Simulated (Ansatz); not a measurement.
## Ionic part of the dielectric constant of ZrO₃, mode by mode

These are results of DFT PBEsol, scalar-relativistic, plane waves, PAW in Ansatz, not measurements. Settings: 420 eV plane-wave cutoff, Γ-centred 6×8×4 mesh, fixed occupations. No spin polarisation. Phonons by linear response, acoustic sum rule imposed.

Symmetry: P2_1/m, No. 11, monoclinic system. The conventional cell has a = 4.057 Å, b = 3.238 Å, c = 7.440 Å, α = 90.00°, β = 96.90°, γ = 90.00°. Around Zr (site symmetry m) lie 8 O at 2.14 to 2.19 Å. O (site symmetry m) is surrounded by 1 O at 1.47 Å. O (site symmetry m) has 4 Zr at 2.19 Å as nearest neighbours. O (site symmetry m) has 1 O at 1.47 Å as nearest neighbours.

The cell was built by swapping an element in a database structure (itself possibly hypothetical) and relaxing; it need not be the stable form of this composition. The crystal is built of layers and no dispersion correction was added, so the binding between them is poorly described, and with it their spacing and whatever depends on it.

The primitive cell has V = 97.00 Å³ and ε∞,xx = 3.839. Each polar mode adds Δε = (4.92064×10⁷/V)·S/ν² along x, with S its oscillator strength in e²/amu, ν in cm⁻¹ and V in Å³.

Question: From these modes, find each Δε and ε0,xx.
| ν (cm⁻¹) | S_xx (e²/amu) |
| --- | --- |
| 163.2 | 0.01547 |
| 416.4 | 0.5924 |
| 428.4 | 0.03368 |
| 445.4 | 0.722 |

Answer:
| ν (cm⁻¹) | Δε |
| --- | --- |
| 163.2 | 0.29 |
| 416.4 | 1.73 |
| 428.4 | 0.09 |
| 445.4 | 1.85 |

The sum is 3.966, so ε0,xx = 7.81; the run's tensor has 7.81.

Question: Where do the longitudinal modes lie for a wave vector along x?

Answer: At 166, 426, 431, 606 cm⁻¹. The Lyddane–Sachs–Teller product Π(ν_LO/ν_TO)² = 2.03 matches ε0/ε∞ = 2.03.

Cost: 1 run of about 21 core-minutes, on AMD EPYC (Zen 3) (shared hosts).